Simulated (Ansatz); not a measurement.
AlN:
```cif
data_Al6N6
_chemical_formula_sum 'Al6 N6'
_space_group_name_H-M_alt 'P 1'
_space_group_IT_number 1
_cell_length_a 3.11818
_cell_length_b 3.11818
_cell_length_c 15.19865
_cell_angle_alpha 90.000
_cell_angle_beta 90.000
_cell_angle_gamma 120.000
loop_
_space_group_symop_operation_xyz
  'x, y, z'
loop_
_atom_site_label
_atom_site_type_symbol
_atom_site_fract_x
_atom_site_fract_y
_atom_site_fract_z
_atom_site_occupancy
Al1 Al 0.00000 0.00000 0.99964 1
Al2 Al 0.00000 0.00000 0.49964 1
Al3 Al 0.66667 0.33333 0.83389 1
Al4 Al 0.33333 0.66667 0.33389 1
Al5 Al 0.66667 0.33333 0.16673 1
Al6 Al 0.33333 0.66667 0.66673 1
N1 N 0.00000 0.00000 0.87450 1
N2 N 0.00000 0.00000 0.37450 1
N3 N 0.66667 0.33333 0.70803 1
N4 N 0.33333 0.66667 0.20803 1
N5 N 0.66667 0.33333 0.04091 1
N6 N 0.33333 0.66667 0.54091 1
```

Relaxed with PBE.

**Question.** Decompose the optical modes at the zone centre into irreducible representations, and say which are infrared and Raman allowed.

**Answer.** Point group 6mm: Γ_opt = 5A1 + 6B1 + 5E1 + 6E2. Infrared: A1, E1. Raman: A1, E1, E2.

**Question.** Assign frequencies (DFPT, PBE in the plane-wave PAW code Ansatz; without the LO–TO term).

**Answer.** E2 117, E2 120, E1 197, E1 203, E2 229, B1 241, B1 246, A1 443, A1 451, B1 556, A1 623, E2 628, E1 629, E1 632, E2 634, E2 638, E1 639, B1 707, A1 768, A1 774, B1 836, B1 844 cm⁻¹.

Subscripts of B labels follow the axes of the standard setting.

Space group P6_3mc. The cell is a constructed one: a structure type filled with these elements. Its sites differ from those of the usual phase in this space group: another stacking or structure type. The cell was relaxed with PBE under the symmetry of its start; phonons on a q-mesh show no instability.

Potentials: the later of the program's two PAW sets.
